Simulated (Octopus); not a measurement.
## Ta (Im-3m, No. 229): Octopus summary

Ta (Im-3m, No. 229):
```
Ta
1.0
   -1.65493     1.65493     1.65493
    1.65493    -1.65493     1.65493
    1.65493     1.65493    -1.65493
Ta
1
Cartesian
  0.00000   0.00000   0.00000
```
The cell is a database entry, not relaxed again.

Method: LDA in Octopus 16.4; grid spacing about 0.18 Å, Γ-centred 12×12×12 k-mesh, Fermi-Dirac smearing of 0.1 eV, no spin polarisation; PseudoDojo 0.4 LDA potentials. Spin-orbit coupling is left out.

What band gap does LDA give on the standard high-symmetry path?

none: the cell holds an odd number of electrons, so a band is partly filled.
